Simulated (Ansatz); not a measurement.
An Ansatz (a program for electronic structure) run. Input:

Ansatz 0.2 input:
```yaml
crystal:
  lattice:
    - [5.8390633848, 0.0, 0.0]
    - [-2.9195316924, 5.0567772255, 0.0]
    - [0.0, 0.0, 4.7018003861]
  atoms:
    - { symbol: Ti, position: [0.1640361729, 0.3280723457, 0.75] }
    - { symbol: Ti, position: [0.8359638271, 0.6719276543, 0.25] }
    - { symbol: Ti, position: [0.8359638271, 0.1640361729, 0.25] }
    - { symbol: Ti, position: [0.1640361729, 0.8359638271, 0.75] }
    - { symbol: Ti, position: [0.6719276543, 0.8359638271, 0.75] }
    - { symbol: Ti, position: [0.3280723457, 0.1640361729, 0.25] }
    - { symbol: Sn, position: [0.6666666667, 0.3333333333, 0.75] }
    - { symbol: Sn, position: [0.3333333333, 0.6666666667, 0.25] }
kpoints:
  mp_grid: { grid: [17, 17, 18] }
hamiltonian:
  xc: pbesol
  pseudopotentials: { kind: paw }
scf:
  occupations: { method: fermi_dirac, width: 0.1 }
elastic: { mode: relaxed_ion, stencil: two_point, amplitude: 0.005, f_tol: 0.0005 }
```

Output (shortened):

```
Pseudopotential: Ti, paw, valence charge 12
Pseudopotential: Sn, paw, valence charge 14
Functional definition: PBEsol
Crystal: 8 atoms, lattice volume = 138.829 Å³
Basis set: ecut = 420 eV, 2691 PW (Γ), exchange–correlation on 80×80×64 points (8 copies of the dense FFT grid, shifted against one another)
Bands: 60, of which v1, the nominal top of the filled ones, is band 50 counted from 1 (49 counted from 0)
Symmetry: 24 space group operations
Space group: P63/mmc (ITA 194), of the structure as read, at distance tolerance 5.2e-5 Å
k-points: 330 of 5202
SCF 1 converged in 11 iterations: F = -26745.862847 eV  dr2 = 9.84e-14
relax step   1: F+E_penalty+E_count = -26745.86284748 eV  Δ(F+E_penalty+E_count) = +0.000e0 eV  max|allowed force component| = 1.573e-2 eV/Å  Δτ_max = 0.0000 Å  (11 SCF iters, accepted)
Crystal: 8 atoms, lattice volume = 138.829 Å³
SCF 2 converged in 12 iterations: F = -26745.862870 eV  dr2 = 1.38e-14
relax step   2: F+E_penalty+E_count = -26745.86287048 eV  Δ(F+E_penalty+E_count) = -2.299e-5 eV  max|allowed force component| = 1.312e-2 eV/Å  Δτ_max = 0.0029 Å  (12 SCF iters, accepted)
Crystal: 8 atoms, lattice volume = 138.829 Å³
SCF 3 converged in 9 iterations: F = -26745.862923 eV  dr2 = 3.52e-14
relax step   3: F+E_penalty+E_count = -26745.86292301 eV  Δ(F+E_penalty+E_count) = -5.253e-5 eV  max|allowed force component| = 3.752e-6 eV/Å  Δτ_max = 0.0013 Å  (9 SCF iters, accepted)
Crystal: 8 atoms, lattice volume = 138.829 Å³
SCF 4 converged in 13 iterations: F = -26745.862923 eV  dr2 = 0.0
Crystal: 8 atoms, lattice volume = 138.135 Å³
Symmetry: 8 space group operations
k-points: 810 of 5202
SCF 5 converged in 12 iterations: F = -26745.859786 eV  dr2 = 8.42e-15
relax step   1: F+E_penalty+E_count = -26745.85978645 eV  Δ(F+E_penalty+E_count) = +0.000e0 eV  max|allowed force component| = 3.606e-2 eV/Å  Δτ_max = 0.0000 Å  (12 SCF iters, accepted)
Crystal: 8 atoms, lattice volume = 138.135 Å³
SCF 6 converged in 10 iterations: F = -26745.860633 eV  dr2 = 5.18e-14
relax step   2: F+E_penalty+E_count = -26745.86063271 eV  Δ(F+E_penalty+E_count) = -8.463e-4 eV  max|allowed force component| = 1.564e-2 eV/Å  Δτ_max = 0.0099 Å  (10 SCF iters, accepted)
Crystal: 8 atoms, lattice volume = 138.135 Å³
SCF 7 converged in 11 iterations: F = -26745.856765 eV  dr2 = 3.49e-14
relax step   3: F+E_penalty+E_count = -26745.85676473 eV  Δ(F+E_penalty+E_count) = +3.868e-3 eV  max|allowed force component| = 2.104e-1 eV/Å  Δτ_max = 0.0217 Å  (11 SCF iters, rejected (line search))
Crystal: 8 atoms, lattice volume = 138.135 Å³
SCF 8 converged in 11 iterations: F = -26745.861038 eV  dr2 = 9.43e-15
relax step   4: F+E_penalty+E_count = -26745.86103848 eV  Δ(F+E_penalty+E_count) = -4.058e-4 eV  max|allowed force component| = 3.306e-3 eV/Å  Δτ_max = 0.0106 Å  (11 SCF iters, accepted)
Crystal: 8 atoms, lattice volume = 138.135 Å³
SCF 9 converged in 9 iterations: F = -26745.861052 eV  dr2 = 4.23e-15
relax step   5: F+E_penalty+E_count = -26745.86105183 eV  Δ(F+E_penalty+E_count) = -1.335e-5 eV  max|allowed force component| = 8.784e-5 eV/Å  Δτ_max = 0.0025 Å  (9 SCF iters, accepted)
Crystal: 8 atoms, lattice volume = 138.135 Å³
SCF 10 converged in 13 iterations: F = -26745.861052 eV  dr2 = 3.57e-19
Crystal: 8 atoms, lattice volume = 139.523 Å³
Basis set: ecut = 420 eV, 2731 PW (Γ), exchange–correlation on 80×80×64 points (8 copies of the dense FFT grid, shifted against one another)
SCF 11 converged in 12 iterations: F = -26745.861320 eV  dr2 = 6.07e-15
relax step   1: F+E_penalty+E_count = -26745.86132048 eV  Δ(F+E_penalty+E_count) = +0.000e0 eV  max|allowed force component| = 3.556e-2 eV/Å  Δτ_max = 0.0000 Å  (12 SCF iters, accepted)
Crystal: 8 atoms, lattice volume = 139.523 Å³
SCF 12 converged in 11 iterations: F = -26745.862429 eV  dr2 = 7.43e-15
relax step   2: F+E_penalty+E_count = -26745.86242891 eV  Δ(F+E_penalty+E_count) = -1.108e-3 eV  max|allowed force component| = 5.448e-3 eV/Å  Δτ_max = 0.0218 Å  (11 SCF iters, accepted)
Crystal: 8 atoms, lattice volume = 139.523 Å³
SCF 13 converged in 11 iterations: F = -26745.862401 eV  dr2 = 4.13e-15
relax step   3: F+E_penalty+E_count = -26745.86240104 eV  Δ(F+E_penalty+E_count) = +2.787e-5 eV  max|allowed force component| = 9.694e-3 eV/Å  Δτ_max = 0.0040 Å  (11 SCF iters, rejected (line search))
Crystal: 8 atoms, lattice volume = 139.523 Å³
SCF 14 converged in 10 iterations: F = -26745.862449 eV  dr2 = 4.40e-14
relax step   4: F+E_penalty+E_count = -26745.86244861 eV  Δ(F+E_penalty+E_count) = -1.970e-5 eV  max|allowed force component| = 6.451e-3 eV/Å  Δτ_max = 0.0017 Å  (10 SCF iters, accepted)
Crystal: 8 atoms, lattice volume = 139.523 Å³
SCF 15 converged in 10 iterations: F = -26745.862442 eV  dr2 = 2.91e-15
relax step   5: F+E_penalty+E_count = -26745.86244155 eV  Δ(F+E_penalty+E_count) = +7.059e-6 eV  max|allowed force component| = 9.821e-3 eV/Å  Δτ_max = 0.0010 Å  (10 SCF iters, rejected (line search))
Crystal: 8 atoms, lattice volume = 139.523 Å³
SCF 16 converged in 9 iterations: F = -26745.862453 eV  dr2 = 8.19e-14
relax step   6: F+E_penalty+E_count = -26745.86245296 eV  Δ(F+E_penalty+E_count) = -4.358e-6 eV  max|allowed force component| = 4.201e-5 eV/Å  Δτ_max = 0.0004 Å  (9 SCF iters, accepted)
Crystal: 8 atoms, lattice volume = 139.523 Å³
SCF 17 converged in 14 iterations: F = -26745.862453 eV  dr2 = 1.25e-19
Crystal: 8 atoms, lattice volume = 138.135 Å³
SCF 18 converged in 11 iterations: F = -26745.859627 eV  dr2 = 4.20e-14
relax step   1: F+E_penalty+E_count = -26745.85962742 eV  Δ(F+E_penalty+E_count) = +0.000e0 eV  max|allowed force component| = 8.153e-3 eV/Å  Δτ_max = 0.0000 Å  (11 SCF iters, accepted)
Crystal: 8 atoms, lattice volume = 138.135 Å³
SCF 19 converged in 9 iterations: F = -26745.859647 eV  dr2 = 1.29e-14
relax step   2: F+E_penalty+E_count = -26745.85964728 eV  Δ(F+E_penalty+E_count) = -1.986e-5 eV  max|allowed force component| = 1.688e-4 eV/Å  Δτ_max = 0.0008 Å  (9 SCF iters, accepted)
Crystal: 8 atoms, lattice volume = 138.135 Å³
SCF 20 converged in 14 iterations: F = -26745.859647 eV  dr2 = 0.0
Crystal: 8 atoms, lattice volume = 139.523 Å³
Basis set: ecut = 420 eV, 2715 PW (Γ), exchange–correlation on 80×80×64 points (8 copies of the dense FFT grid, shifted against one another)
SCF 21 converged in 11 iterations: F = -26745.861152 eV  dr2 = 6.16e-14
relax step   1: F+E_penalty+E_count = -26745.86115200 eV  Δ(F+E_penalty+E_count) = +0.000e0 eV  max|allowed force component| = 7.471e-3 eV/Å  Δτ_max = 0.0000 Å  (11 SCF iters, accepted)
Crystal: 8 atoms, lattice volume = 139.523 Å³
SCF 22 converged in 9 iterations: F = -26745.861169 eV  dr2 = 1.15e-14
relax step   2: F+E_penalty+E_count = -26745.86116936 eV  Δ(F+E_penalty+E_count) = -1.736e-5 eV  max|allowed force component| = 3.033e-4 eV/Å  Δτ_max = 0.0007 Å  (9 SCF iters, accepted)
Crystal: 8 atoms, lattice volume = 139.523 Å³
SCF 23 converged in 14 iterations: F = -26745.861169 eV  dr2 = 0.0
Crystal: 8 atoms, lattice volume = 138.828 Å³
Basis set: ecut = 420 eV, 2703 PW (Γ), exchange–correlation on 80×80×64 points (8 copies of the dense FFT grid, shifted against one another)
Symmetry: 4 space group operations
k-points: 1386 of 5202
SCF 24 converged in 11 iterations: F = -26745.862344 eV  dr2 = 1.54e-14
relax step   1: F+E_penalty+E_count = -26745.86234417 eV  Δ(F+E_penalty+E_count) = +0.000e0 eV  max|allowed force component| = 2.914e-2 eV/Å  Δτ_max = 0.0000 Å  (11 SCF iters, accepted)
Crystal: 8 atoms, lattice volume = 138.828 Å³
SCF 25 converged in 9 iterations: F = -26745.862672 eV  dr2 = 5.33e-14
relax step   2: F+E_penalty+E_count = -26745.86267208 eV  Δ(F+E_penalty+E_count) = -3.279e-4 eV  max|allowed force component| = 1.514e-4 eV/Å  Δτ_max = 0.0075 Å  (9 SCF iters, accepted)
Crystal: 8 atoms, lattice volume = 138.828 Å³
SCF 26 converged in 13 iterations: F = -26745.862672 eV  dr2 = 1.32e-17
Crystal: 8 atoms, lattice volume = 138.828 Å³
SCF 27 converged in 11 iterations: F = -26745.862344 eV  dr2 = 1.53e-14
relax step   1: F+E_penalty+E_count = -26745.86234417 eV  Δ(F+E_penalty+E_count) = +0.000e0 eV  max|allowed force component| = 2.914e-2 eV/Å  Δτ_max = 0.0000 Å  (11 SCF iters, accepted)
Crystal: 8 atoms, lattice volume = 138.828 Å³
SCF 28 converged in 9 iterations: F = -26745.862672 eV  dr2 = 5.59e-14
relax step   2: F+E_penalty+E_count = -26745.86267195 eV  Δ(F+E_penalty+E_count) = -3.278e-4 eV  max|allowed force component| = 1.097e-3 eV/Å  Δτ_max = 0.0075 Å  (9 SCF iters, accepted)
Crystal: 8 atoms, lattice volume = 138.828 Å³
SCF 29 converged in 8 iterations: F = -26745.862672 eV  dr2 = 1.56e-14
relax step   3: F+E_penalty+E_count = -26745.86267165 eV  Δ(F+E_penalty+E_count) = +2.989e-7 eV  max|allowed force component| = 2.210e-3 eV/Å  Δτ_max = 0.0003 Å  (8 SCF iters, rejected (line search))
Crystal: 8 atoms, lattice volume = 138.828 Å³
SCF 30 converged in 11 iterations: F = -26745.862672 eV  dr2 = 5.26e-18
relax step   4: F+E_penalty+E_count = -26745.86267211 eV  Δ(F+E_penalty+E_count) = -1.518e-7 eV  max|allowed force component| = 4.440e-5 eV/Å  Δτ_max = 0.0001 Å  (11 SCF iters, accepted)
Crystal: 8 atoms, lattice volume = 138.828 Å³
SCF 31 converged in 14 iterations: F = -26745.862672 eV  dr2 = 0.0
SCF converged after 13 iterations
Stability not checked: this state was not tested for a lower state beside it, because too few of the mixer's solves of this state at the end of the SCF gave a …
Free energy (F): -26745.862923 eV
Harris-Foulkes:  -26745.862923 eV  (|F-HF|=7.28e-12)
Internal energy: -26745.576810 eV  (E = F + TS)
E sigma→0 (E₀):  -26745.719866 eV
Entropy (-TS):   -0.286113 eV (-35.764 meV/atom)
Fermi energy:    14.497827 eV
--- Per-component energies (eV) ---
  E_band       = -911.617082
  E_kinetic    = 2021.490558
  E_local      = -5917.548395  (includes V_loc(G=0)·N_el)
  E_nonlocal   = 0.164367
  E_hartree    = 2829.726670
  E_xc         = -1342.608868
  E_vxc        = -928.846068  (∫ρ·V_xc dr)
  E_paw        = -14273.952989  (= ΣΔE_a)
  E_vpaw       = -1746.331579  (= ΣTr[D̂ρ^β])
  E_aug_tail   = 0.000694  (compensation charges beyond the density's cutoff)
  E_ewald      = -10064.254833
  E_core_change = 1.405985  (= ΣΔE_core)
  E_smearing   = -0.286113  (= −TS)
  E_closure    = 0.000000  (closes the sum)
  Σ components = -26745.862923   (vs F -26745.862923, Δ=0.00e0)
--- Forces (eV/Å), atoms counted from 1 ---
  atom   1  Ti     0.00000000    -0.00000377     0.00000000
  atom   2  Ti     0.00000000     0.00000377     0.00000000
  atom   3  Ti     0.00000326    -0.00000188     0.00000000
  atom   4  Ti    -0.00000326     0.00000188     0.00000000
  atom   5  Ti     0.00000326     0.00000188     0.00000000
  atom   6  Ti    -0.00000326    -0.00000188     0.00000000
  atom   7  Sn     0.00000000     0.00000000     0.00000000
  atom   8  Sn     0.00000000     0.00000000     0.00000000
  max |Σ_I F_I| component: 1.50e-17 eV/Å
--- Stress (GPa, compression-positive) ---
        0.170664       0.000000       0.000000
        0.000000       0.170664       0.000000
        0.000000       0.000000       0.169871
  P = ⅓ Tr σ = 0.1704 GPa (1.704 kbar)
--- Band table (eV; the first three rows and the last of 330) ---
  k-point 0: bands = ["-41.9956", "-41.9099", "-41.9099", "-41.8993", "-41.8632", "-41.8632", "-18.6147", "-18.5658", "-18.4936", "-18.4936", "-18.4406", "-18.4345", "-18.4345", "-18.4231", "-18.4231", "-18.3259", "-18.1796", "-18.1796", "-18.1558", …
  k-point 1: bands = ["-41.9949", "-41.9095", "-41.9095", "-41.9000", "-41.8636", "-41.8636", "-18.6129", "-18.5655", "-18.5030", "-18.5030", "-18.4396", "-18.4381", "-18.4381", "-18.4113", "-18.4113", "-18.3246", "-18.1782", "-18.1782", "-18.1571", …
  k-point 2: bands = ["-41.9928", "-41.9084", "-41.9084", "-41.9022", "-41.8646", "-41.8646", "-18.6077", "-18.5646", "-18.5213", "-18.5213", "-18.4483", "-18.4483", "-18.4364", "-18.3857", "-18.3857", "-18.3208", "-18.1744", "-18.1744", "-18.1610", …
  k-point 329: bands = ["-41.9230", "-41.9230", "-41.9113", "-41.9113", "-41.8866", "-41.8866", "-18.5523", "-18.5523", "-18.5101", "-18.5101", "-18.4484", "-18.4484", "-18.3258", "-18.3258", "-18.2449", "-18.2449", "-18.2143", "-18.2143", "-18.2062", …
--- Elastic constants: 3 strain directions × 2 members + reference (group order 24) ---
  dense FFT box of the reference and of every strained cell: 40×40×32
  strains applied: 11, 33, 23; error gains …
  reference relaxed by the batch: 3 steps …
  largest displacement 1.6e-3 Å; the constants are those of the deck's cell at these positions:
  atoms:
    - { symbol: Ti, position: [0.16387796575853622, 0.3277559315170725, 0.75] }
    - { symbol: Ti, position: [0.8361220342414635, 0.6722440684829273, 0.25] }
    - { symbol: Ti, position: [0.8361220342414637, 0.16387796575853622, 0.25] }
    - { symbol: Ti, position: [0.16387796575853625, 0.8361220342414636, 0.75] }
    - { symbol: Ti, position: [0.6722440684829273, 0.8361220342414636, 0.75] }
    - { symbol: Ti, position: [0.32775593151707255, 0.16387796575853622, 0.25] }
    - { symbol: Sn, position: [0.6666666666666665, 0.3333333333333333, 0.75] }
    - { symbol: Sn, position: [0.3333333333333333, 0.6666666666666666, 0.25] }
  C = ∂σ_k/∂η_j (tension-positive GPa; Voigt order 11 22 33 23 13 12):
       108.842    185.676     78.356      0.000      0.000      0.000
       185.676    108.842     78.356      0.000      0.000      0.000
        78.197     78.197    232.382      0.000      0.000      0.000
         0.000      0.000      0.000     23.237      0.000      0.000
         0.000      0.000      0.000      0.000     23.237      0.000
         0.000      0.000      0.000      0.000      0.000    -38.417
  reference stress σ⁰ (GPa):     -0.171     -0.171     -0.170      0.000      0.000      0.000
  moduli (Voigt/Reuss/Hill, GPa): K = 126.06/125.93/125.99   G = 8.80/105.33/57.06   E = 148.74   ν = 0.303
  mechanically stable: NO (min eigenvalue of sym C = -76.83 GPa)
  strain η (Voigt 11):  stress-route row diagonal C_11 = 108.84 GPa, energy-path curvature d²(F+E_count+ΔE)/dδ²/Ω₀ = 108.22 GPa
         δ    σ_11 (GPa)             F (eV)   n_scf  n_hpsi   n_pw
    -5.000e-3      -0.6907      -26745.8610518      13  949299   2725   relax 5 steps, max|allowed force component| 8.78e-5 eV/Å
     5.000e-3       0.3977      -26745.8624530      14  1039718   2748   relax 6 steps, max|allowed force component| 4.20e-5 eV/Å
  strain η (Voigt 33):  stress-route row diagonal C_33 = 232.38 GPa, energy-path curvature d²(F+E_count+ΔE)/dδ²/Ω₀ = 232.39 GPa
         δ    σ_33 (GPa)             F (eV)   n_scf  n_hpsi   n_pw
    -5.000e-3      -1.3503      -26745.8596473      14  423391   2722   relax 2 steps, max|allowed force component| 1.69e-4 eV/Å
     5.000e-3       0.9735      -26745.8611694      14  424259   2747   relax 2 steps, max|allowed force component| 3.03e-4 eV/Å
  strain η (Voigt 23):  stress-route row diagonal C_44 = 23.24 GPa, energy-path curvature d²(F+E_count+ΔE)/dδ²/Ω₀ = 23.31 GPa
         δ    σ_23 (GPa)             F (eV)   n_scf  n_hpsi   n_pw
    -5.000e-3      -0.1162      -26745.8626721      13  1621280   2738   relax 2 steps, max|allowed force component| 1.51e-4 eV/Å
     5.000e-3       0.1162      -26745.8626721      14  1780243   2738   relax 4 steps, max|allowed force component| 4.44e-5 eV/Å
```

Cost: around 5 core-hours (rough) on shared cores.

Space group P6_3/mmc. The workflow started from a Materials Project entry (that database holds measured and hypothetical structures alike); the Crystallography Open Database copy checked does not list it. Its standing as an ambient phase is unchecked. The PBEsol relaxation kept the symmetry of its start. At this level the phase is mechanically unstable. The run is not spin-polarised. As this level gives no gap, shear constants depend on the k-mesh and smearing (Fermi–Dirac, 0.1 eV here). Axis ratios of metals converge slowly with the k-mesh, so a and c are less sure than the volume. Spin–orbit coupling is left out wherever it is not named.

Potentials: the later of the program's two PAW sets.

Ansatz is a plane-wave DFT program.
